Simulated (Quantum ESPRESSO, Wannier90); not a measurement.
Wannier functions of ZnSnP₂ (P-4m2)

```
begin unit_cell_cart
ang
    4.0039000000    0.0000000000    0.0000000000
    0.0000000000    4.0039000000    0.0000000000
    0.0000000000    0.0000000000    5.6231800000
end unit_cell_cart
begin atoms_frac
Zn   0.0000000000  0.0000000000  0.0000000000
Sn   0.5000000000  0.5000000000  0.5000000000
P    0.0000000000  0.5000000000  0.2270600000
P    0.5000000000  0.0000000000 -0.2270600000
end atoms_frac
```

Materials Project entry mp-1215429; symmetrised, unrelaxed at this level. Not found in the COD (Crystallography Open Database) copy used; not checked further. Method: PBEsol plane waves in Quantum ESPRESSO 7.5 (PseudoDojo norm-conserving files, 68 Ry, spinors with spin-orbit coupling), Bloch states on a 6×6×4 mesh through Γ, Wannier90 4.0.1. Density: 8×8×6 mesh, Gaussian smearing 0.01 Ry.

A tight-binding model is made by disentanglement and projection with no localisation steps (num_iter = 0), so the 42 orbitals stay atom-like: hydrogen-like Zn: s;p;d; Sn: s;p; P: s;p, axes along x, y, z; frozen window up to 1.96 eV relative to the valence-band maximum. It follows pw.x to 6.9 meV rms for states up to 1.5 eV relative to the valence-band maximum. Matrix elements depend on this choice of orbitals and windows.

The 45 largest hoppings ⟨m,0|H|n,R⟩ between different sites (one of each Hermitian pair; signs follow the real orbitals' lobes; the list may end inside a set of equal values):

| m | n | R | distance of the centres (Å) | t (eV) | Im t (eV) |
|---|---|---|---|---|---|
| P3 s↑ | Zn1 py↑ | 0 0 0 | 2.50 | -2.056 | 0.000 |
| P3 s↓ | Zn1 py↓ | 0 0 0 | 2.50 | -2.056 | 0.000 |
| P4 s↑ | Zn1 px↑ | 0 0 0 | 2.50 | -2.056 | 0.000 |
| P4 s↓ | Zn1 px↓ | 0 0 0 | 2.50 | -2.056 | 0.000 |
| P3 s↑ | Zn1 py↑ | 0 1 0 | 2.50 | 2.056 | 0.000 |
| P3 s↓ | Zn1 py↓ | 0 1 0 | 2.50 | 2.056 | 0.000 |
| P4 s↑ | Zn1 px↑ | 1 0 0 | 2.50 | 2.056 | 0.000 |
| P4 s↓ | Zn1 px↓ | 1 0 0 | 2.50 | 2.056 | 0.000 |
| P4 px↑ | Zn1 s↑ | 0 0 0 | 2.49 | 1.995 | 0.000 |
| P3 py↓ | Zn1 s↓ | 0 1 0 | 2.49 | -1.995 | 0.000 |
| P4 px↑ | Zn1 s↑ | 1 0 0 | 2.49 | -1.995 | 0.000 |
| P3 py↑ | Zn1 s↑ | 0 0 0 | 2.49 | 1.994 | 0.000 |
| P3 py↓ | Zn1 s↓ | 0 0 0 | 2.49 | 1.994 | 0.000 |
| P4 px↓ | Zn1 s↓ | 0 0 0 | 2.49 | 1.994 | 0.000 |
| P3 py↑ | Zn1 s↑ | 0 1 0 | 2.49 | -1.994 | 0.000 |
| P4 px↓ | Zn1 s↓ | 1 0 0 | 2.49 | -1.994 | 0.000 |
| P3 pz↓ | Sn2 px↓ | 0 0 0 | 2.52 | 1.916 | 0.000 |
| Sn2 py↑ | P4 pz↑ | 0 0 1 | 2.52 | -1.916 | 0.000 |
| Sn2 py↓ | P4 pz↓ | 0 0 1 | 2.52 | -1.916 | 0.000 |
| Sn2 py↑ | P4 pz↑ | 0 1 1 | 2.52 | 1.916 | 0.000 |
| Sn2 py↓ | P4 pz↓ | 0 1 1 | 2.52 | 1.916 | 0.000 |
| Sn2 px↓ | P3 pz↓ | 1 0 0 | 2.52 | -1.916 | 0.000 |
| P3 pz↑ | Sn2 px↑ | 0 0 0 | 2.52 | 1.916 | 0.000 |
| Sn2 px↑ | P3 pz↑ | 1 0 0 | 2.52 | -1.916 | 0.000 |
| P3 px↑ | Sn2 pz↑ | 0 0 0 | 2.60 | 1.796 | 0.000 |
| P3 px↓ | Sn2 pz↓ | 0 0 0 | 2.60 | 1.796 | 0.000 |
| Sn2 pz↑ | P4 py↑ | 0 0 1 | 2.60 | -1.796 | 0.000 |
| Sn2 pz↓ | P4 py↓ | 0 0 1 | 2.60 | -1.796 | 0.000 |
| Sn2 pz↑ | P4 py↑ | 0 1 1 | 2.60 | 1.796 | 0.000 |
| Sn2 pz↓ | P4 py↓ | 0 1 1 | 2.60 | 1.796 | 0.000 |
| Sn2 pz↑ | P3 px↑ | 1 0 0 | 2.60 | -1.796 | 0.000 |
| Sn2 pz↓ | P3 px↓ | 1 0 0 | 2.60 | -1.796 | 0.000 |
| P3 px↑ | Sn2 s↑ | 0 0 0 | 2.60 | -1.777 | 0.000 |
| P3 px↓ | Sn2 s↓ | 0 0 0 | 2.60 | -1.777 | 0.000 |
| Sn2 s↑ | P4 py↑ | 0 0 1 | 2.60 | -1.777 | 0.000 |
| Sn2 s↓ | P4 py↓ | 0 0 1 | 2.60 | -1.777 | 0.000 |
| Sn2 s↑ | P4 py↑ | 0 1 1 | 2.60 | 1.777 | 0.000 |
| Sn2 s↓ | P4 py↓ | 0 1 1 | 2.60 | 1.777 | 0.000 |
| Sn2 s↑ | P3 px↑ | 1 0 0 | 2.60 | 1.777 | 0.000 |
| Sn2 s↓ | P3 px↓ | 1 0 0 | 2.60 | 1.777 | 0.000 |
| P3 py↑ | Zn1 pz↑ | 0 0 0 | 2.49 | 1.742 | 0.000 |
| P3 py↓ | Zn1 pz↓ | 0 0 0 | 2.49 | 1.742 | 0.000 |
| P4 px↑ | Zn1 pz↑ | 0 0 0 | 2.49 | -1.742 | 0.000 |
| P4 px↓ | Zn1 pz↓ | 0 0 0 | 2.49 | -1.742 | 0.000 |
| P3 py↑ | Zn1 pz↑ | 0 1 0 | 2.49 | -1.742 | 0.000 |
